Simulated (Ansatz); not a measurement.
Data:

Starting cell, AlCo (CsCl type):

```yaml
crystal:
  lattice:
    - [2.85208, 0.00000, 0.00000]
    - [0.00000, 2.85208, 0.00000]
    - [0.00000, 0.00000, 2.85208]
  atoms:
    - { symbol: Al, position: [0.00000, 0.00000, 0.00000] }
    - { symbol: Co, position: [0.50000, 0.50000, 0.50000] }
```

In each cell atom 2 (Co, nearest neighbour Al at 2.470 Å; its periodic images, 2.9 Å or more away, move with it) moves by s·(1.000, 0.000, 0.000) (along Cartesian x), the rest being held.

Computed with PBE (plane waves to 420 eV, PAW, scalar-relativistic; Ansatz, a quantum-chemistry and plane-wave program). k mesh 13×13×13 (Γ-centred), Fermi-Dirac smearing 0.05 eV. The energy includes the smearing's −TS. With partly filled bands, energies and forces of such displacements shift with the k mesh and the smearing. AlCo is run without spin polarisation. AlCo was relaxed with its symmetry unable to fall. The zero of ΔE is the undisplaced structure.

The scan covers s from -0.740 to 0.740 Å in 11 points.

Q: Is the energy the same for equal positive and negative displacements?

A: Even: the same for both signs. With its periodic images moving along, the atom's site symmetry in this cell is m-3m.

Q: What force acts on the atom along the line at s = -0.740 Å?

A: 4.50 eV/Å.

Q: What is the force constant k = d²E/ds² of this move at s = 0?

A: 7.25 eV/Å².

Q: With two atoms in the cell this is the zone-centre optical mode. What wavenumber follows?

A: 326 cm⁻¹.

(A displaced cell: forces are minus the slopes of the energy, force constants its curvatures, and phonons follow from these.)
